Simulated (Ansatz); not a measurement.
This cell of AlAs (zinc blende) is off equilibrium:

```yaml
crystal:
  lattice:
    - [0.00000, 2.70517, 2.70517]
    - [2.70517, 0.00000, 2.70517]
    - [2.70517, 2.70517, 0.00000]
  atoms:
    - { symbol: As, position: [0.75000, 0.75000, 0.75000] }
    - { symbol: Al, position: [0.00000, 0.00000, 0.00000] }
```

Method: PBEsol (plane waves to 420 eV, PAW, scalar-relativistic; Ansatz, a first-principles code). k mesh 10×10×10 (Γ-centred), Fermi-Dirac smearing 0.05 eV. Energies are smeared free energies. Compression counts positive. AlAs was relaxed with its symmetry unable to fall.

Give the stress tensor in GPa and the pressure.


```
   13.9      0.0      0.0
    0.0     13.9      0.0
    0.0      0.0     13.9
```
The pressure, a third of the trace, is 13.9 GPa.

It is the relaxed cell scaled evenly to V/V₀ = 0.867, atoms relaxed where free. What is its energy relative to the relaxed cell?

117.2 meV/atom.

(A scan under strain: stresses follow from slopes of the energy per volume, elastic moduli from its curvatures.)
